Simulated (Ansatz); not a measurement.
Starting cell, TiN (rock salt):

```
CELL_PARAMETERS angstrom
      0.00000     4.24692     4.24692
      2.12346     0.00000     2.12346
      2.12346     2.12346     0.00000
ATOMIC_POSITIONS crystal
  N  0.00000 0.00000 0.00000
  N  0.50000 0.00000 0.00000
  Ti 0.25000 0.50000 0.50000
  Ti 0.75000 0.50000 0.50000
```

A phonon eigenvector at L = (0.5, 0.0, 0.0) is frozen into this cell: atom i moves by Q times the vector below, so Q is the largest atomic displacement, in Å. The cell is held. It is one choice among 2 degenerate patterns. (q is in reciprocal vectors of the primitive cell; the cell shown is doubled to hold the pattern.)

| atom | x | y | z |
|---|---|---|---|
| Ti3 | 0.285 | -0.520 | 0.805 |
| Ti4 | -0.285 | 0.520 | -0.805 |

Atoms not listed stay in place.

Level of theory: PBE (plane waves to 420 eV, PAW, scalar-relativistic; Ansatz, a first-principles code). k mesh 19×19×19 (Γ-centred), Fermi-Dirac smearing 0.05 eV. Energies are smeared free energies. With partly filled bands, energies and forces of such displacements shift with the k mesh and the smearing. TiN is run without spin polarisation. TiN was relaxed with its symmetry unable to fall. The zero of ΔE is the undisplaced structure.

The scan covers Q from -0.100 to 0.100 Å in 13 points.

Problem. Is this a single well or a double well?

Solution. A single well with its minimum at or next to zero displacement.

Problem. Which space group does the distorted structure have?

Solution. P-1 (No. 2), lowered from Fm-3m.

Problem. What is the energy change at Q = 0.100 Å?

Solution. 62 meV/cell.

Problem. What harmonic wavenumber does the curvature at Q = 0 give?

Solution. 181 cm⁻¹.

(A displaced cell: forces are minus the slopes of the energy, force constants its curvatures, and phonons follow from these.)
